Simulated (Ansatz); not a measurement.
**EuSiNi2Ge: Ge vacancy**

Level of theory: PBEsol, collinear spin, scalar-relativistic; Ansatz, plane waves to 420 eV (PAW set soft_2), k-mesh 4×4×2 shifted by half a step.

The relaxed host crystal (no gap at this level of theory):

```
Eu Ge Ni Si
1.0
    -2.00797    2.00797    4.87627
     2.00797   -2.00797    4.87627
     2.00797    2.00797   -4.87627
Eu Ge Ni Si
1 1 2 1
Direct
  0.99920 0.99920 0.00000
  0.62810 0.62810 0.00000
  0.75403 0.25403 0.50000
  0.25403 0.75403 0.50000
  0.36464 0.36464 0.00000
```

Supercell of 20 atoms, rows of the matrix [[1,1,2],[-1,1,0],[-1,-1,0]] times the cell vectors; Ge vacancy at (0.628, 0.628, 0.000) in fractions of the cell above. Atoms are relaxed at the host's cell. The cell loses 1 of its 4 Ge, so this is a heavily defective crystal.

Distances from the empty Ge site (Å), by shell of the perfect crystal:

| shell | perfect crystal | relaxed, charge 0 |
| --- | --- | --- |
| 4 Ni | 2.35 | 2.26 |
| 1 Si | 2.57 | 2.66 |

| charge | moment of the cell (μB) | gap of the cell on the mesh (eV) |
| --- | --- | --- |
| 0 | 27.19 | 0.00 |

At charge 0 the unpaired electrons sit on atoms with moments (μB): 4 Eu of 6.57 to 6.62.

Formation energy of the neutral defect: 2.77 eV, taking atoms from and to the elements' standard states (no corrections for gases), so it belongs to those chemical potentials alone.

Relaxed cell at charge 0:

```
EuSiNi2Ge V_Ge charge 0
1.0
     4.0159    4.0159    0.0000
     4.0159   -4.0159    0.0000
     0.0000    0.0000   -9.7525
Eu Ge Ni Si
4 3 8 4
Direct
  0.5000 0.5000 0.9991
  0.5000 0.0000 0.4952
  0.0000 0.0000 0.0095
  0.0000 0.5000 0.4952
  0.5000 0.0000 0.8710
  0.0000 0.0000 0.3608
  0.0000 0.5000 0.8710
  0.2622 0.2622 0.2476
  0.2465 0.7535 0.7458
  0.7378 0.7378 0.2476
  0.7535 0.2465 0.7458
  0.2622 0.7378 0.2476
  0.2465 0.2465 0.7458
  0.7378 0.2622 0.2476
  0.7535 0.7535 0.7458
  0.5000 0.5000 0.6440
  0.5000 0.0000 0.1388
  0.0000 0.0000 0.6310
  0.0000 0.5000 0.1388
```

Caveats: 4f shell without a U, which puts 4f levels too near the Fermi level; open f or d shells may hold a state above the lowest; small supercell, so energies and levels can be off by tenths of an eV; the atoms kept the symmetry of the start, so a distorted state could lie lower.
